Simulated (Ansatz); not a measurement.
Starting structure of a cell relaxation (symmetry kept):

```cif
data_structure
_symmetry_space_group_name_H-M 'P 1'
_symmetry_Int_Tables_number 1
_cell_length_a 5.8617
_cell_length_b 5.8617
_cell_length_c 5.8617
_cell_angle_alpha 33.058
_cell_angle_beta 33.058
_cell_angle_gamma 33.058
_cell_volume 53.34
loop_
_atom_site_label
_atom_site_type_symbol
_atom_site_fract_x
_atom_site_fract_y
_atom_site_fract_z
_atom_site_occupancy
Zr1 Zr 0.25268 0.25268 0.25268 1
Zr2 Zr 0.74732 0.74732 0.74732 1
B1 B 0.50000 0.50000 0.50000 1
N1 N 0.00000 0.00000 0.00000 1
```

Computed with Ansatz, DFT PBEsol, scalar-relativistic, plane waves, PAW.

Cutoff 420 eV; k points 15×15×15 on the computed 4-atom cell (Γ-centred); Gaussian smearing, width 0.10 eV; no spin polarisation.

Task: What does it relax to?

Result: The volume goes down by 0.36 Å³/atom to 12.98 Å³/atom, and the energy falls by 6.6 meV/atom. Final structure:
```xyz
4
Lattice="1.6524 0.9540 5.4886 -1.6524 0.9540 5.4886 0.0000 -1.9080 5.4886" Properties=species:S:1:pos:R:3 pbc="T T T"
Zr    0.0000    0.0000    4.1680
Zr    0.0000    0.0000   12.2979
B     0.0000    0.0000    8.2329
N     0.0000    0.0000    0.0000
```